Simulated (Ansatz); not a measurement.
A: MgH2 (rutile), a = b = 4.484 Å, c = 2.997 Å, α = β = γ = 90.00°
B: Zn (hcp, Mg type), a = 2.647 Å, b = 2.647 Å, c = 4.679 Å, α = 90.00°, β = 90.00°, γ = 120.00°
C: Al2Cu (Al2Cu type, space group I4/mcm), a = b = 6.0058 Å, c = 4.7897 Å, α = β = γ = 90.00°

Scan: energy against volume (even scaling of the relaxed cell, symmetry kept). All come from one method, each on a k mesh of its own. Al2Cu is run without spin polarisation. All were relaxed with their symmetry unable to fall.

Q: Put the candidates in order of bulk modulus at fixed cell shape (fitted), highest first, for r2SCAN (plane waves to 500 eV, PAW, scalar-relativistic; Ansatz, a first-principles code).

A: C (114 GPa), B (93.0 GPa), A (54.1 GPa)

(Under strain, the slope of the energy per volume gives the stress and its curvature an elastic modulus.)
